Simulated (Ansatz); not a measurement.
ZnInGaO$_{4}$:
```
CELL_PARAMETERS angstrom
      1.67801     0.96880     8.70472
     -1.67801     0.96880     8.70472
      0.00000    -1.93760     8.70472
ATOMIC_POSITIONS crystal
  Zn 0.21881 0.21881 0.21881
  In 0.00308 0.00308 0.00308
  Ga 0.78705 0.78705 0.78705
  O  0.29529 0.29529 0.29529
  O  0.71123 0.71123 0.71123
  O  0.12103 0.12103 0.12103
  O  0.86352 0.86352 0.86352
```

PBE (plane waves, PAW; program Ansatz) gives a gap of 1.11 eV without spin–orbit coupling, maximum at Γ, minimum at Γ.

Q: What happens when spin–orbit coupling is switched on?

A: The gap shrinks by 0.02 eV, to 1.09 eV; maximum at Γ, minimum at Γ.

Q: Give the electron effective mass with spin–orbit coupling.

A: 0.17, 0.19, 0.19 mₑ (principal values).

Q: Give the hole effective mass with spin–orbit coupling.

A: 0.67 along x (mₑ).

Space group R3m. The PBE relaxation kept the symmetry of its start.

Potentials: the earlier of the program's two PAW sets.
